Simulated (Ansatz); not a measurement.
AlN (wurtzite)

```yaml
crystal:
  lattice:
    - [3.10670, 0.00000, 0.00000]
    - [-1.55335, 2.69048, 0.00000]
    - [0.00000, 0.00000, 4.97846]
  atoms:
    - { symbol: Al, position: [0.33333, 0.66667, 0.99659] }
    - { symbol: Al, position: [0.66667, 0.33333, 0.49659] }
    - { symbol: N, position: [0.33333, 0.66667, 0.37821] }
    - { symbol: N, position: [0.66667, 0.33333, 0.87821] }
```

Scan: atom 4 (N, nearest neighbour Al at 1.888 Å; its periodic images, 3.1 Å or more away, move with it) is displaced along Cartesian [110], direction (0.707, 0.707, 0.000) in Cartesian axes, by s. The other atoms stay.

Level of theory: r2SCAN (plane waves to 500 eV, PAW, scalar-relativistic; Ansatz, an electronic-structure program). k mesh 10×10×6 (Γ-centred), Fermi-Dirac smearing 0.05 eV. Energies are smeared free energies. Left out: 1 of 11 points, with atoms too close for the PAW data. AlN was relaxed with its symmetry unable to fall. The zero of ΔE is the undisplaced structure.

```json
[
 {"s (Å)": "-0.570", "ΔE (meV/cell)": "1952"},
 {"s (Å)": "-0.456", "ΔE (meV/cell)": "1313"},
 {"s (Å)": "-0.342", "ΔE (meV/cell)": "777"},
 {"s (Å)": "-0.228", "ΔE (meV/cell)": "366"},
 {"s (Å)": "-0.114", "ΔE (meV/cell)": "98"},
 {"s (Å)": "0.000", "ΔE (meV/cell)": "0"},
 {"s (Å)": "0.114", "ΔE (meV/cell)": "117"},
 {"s (Å)": "0.228", "ΔE (meV/cell)": "521"},
 {"s (Å)": "0.342", "ΔE (meV/cell)": "withheld"},
 {"s (Å)": "0.456", "ΔE (meV/cell)": "2714"}
]
```

**Question.** Fit a polynomial form (powers 2, 3, 4) to the given rows and predict ΔE at s = 0.342.

**Answer.** Least squares on the 9 given rows: ΔE = (8543)·s² + (7432)·s³ + (5294)·s⁴, in meV/cell with s in Å; root-mean-square residual 10.1 meV/cell. At 0.342 the fit gives 1369 meV/cell; the calculation gives 1329 meV/cell, so the interpolation is off by 40 (+3.0 %). The quadratic term alone would give 999 meV/cell.

(A displaced cell: forces are minus the slopes of the energy, force constants its curvatures, and phonons follow from these.)
